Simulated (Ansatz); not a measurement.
LiCd:
```
LiCd
1.0
    0.00000     3.33560     3.33560
    3.33560     0.00000     3.33560
    3.33560     3.33560     0.00000
Li Cd
2 2
Direct
  0.75000   0.75000   0.75000
  0.50000   0.50000   0.50000
  0.25000   0.25000   0.25000
  0.00000   0.00000   0.00000
```

This is the r²SCAN-relaxed structure.

Task: All from plane-wave PAW r²SCAN (Ansatz code), unless another level is named. Give the density of states at the Fermi level.

Result: 0.32 states/eV per atom (mean over ±0.08 eV).

Task: Predict the formation energy from the elements (no fitted shifts).

Result: -0.26 eV/atom.

Space group Fd-3m. The workflow started from a Materials Project entry (that database holds measured and hypothetical structures alike); the Crystallography Open Database copy checked does not list it. With Li and Cd taken as one species the cell has the higher symmetry Im-3m, so it may be an ordered model of a mixed-site phase. Its standing as an ambient phase is unchecked. The r²SCAN relaxation kept the symmetry of its start; its stability against distortions is not shown here. The references are the lowest solids computed at this level, not always the standard phases. Spin–orbit coupling is left out wherever it is not named.

Potentials: the later of the program's two PAW sets.
